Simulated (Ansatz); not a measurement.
ZrB2 (MoSi2 or CaC2 type, I4/mmm) at seven volumes, r²SCAN in the plane-wave PAW code Ansatz, shape and atoms relaxed at each. One row is withheld.

```json
[
 {"V (Å³/atom)": "11.616", "P (GPa)": "15.92"},
 {"V (Å³/atom)": "11.999", "P (GPa)": "9.86"},
 {"V (Å³/atom)": "12.382", "P (GPa)": "4.58"},
 {"V (Å³/atom)": "12.764", "P (GPa)": "0.00"},
 {"V (Å³/atom)": "13.147", "P (GPa)": "?"},
 {"V (Å³/atom)": "13.530", "P (GPa)": "-7.37"},
 {"V (Å³/atom)": "13.913", "P (GPa)": "-10.31"}
]
```

### Question
Fit the shown pressures and predict the withheld one.

### Answer
P = (3/2)B₀(x^(7/2) − x^(5/2))[1 + (3/4)(B′ − 4)(x − 1)] with x = (V₀/V)^(2/3). Least squares on the six rows gives V₀ = 12.766 Å³/atom, B₀ = 141 GPa, B′ = 3.78. At V = 13.147, x = 0.9806 and P = -3.92 GPa. The run itself gave -3.95 GPa.

A made-up cell: these elements were put on the sites of a structure type; neither database checked (COD, Materials Project) lists it. It is not the phase usual at ambient conditions (space group No. 191). The cell was relaxed with r²SCAN under the symmetry of its start; its stability against distortions is not shown here. No spin polarisation was allowed.

Potentials: the earlier of the program's two PAW sets.
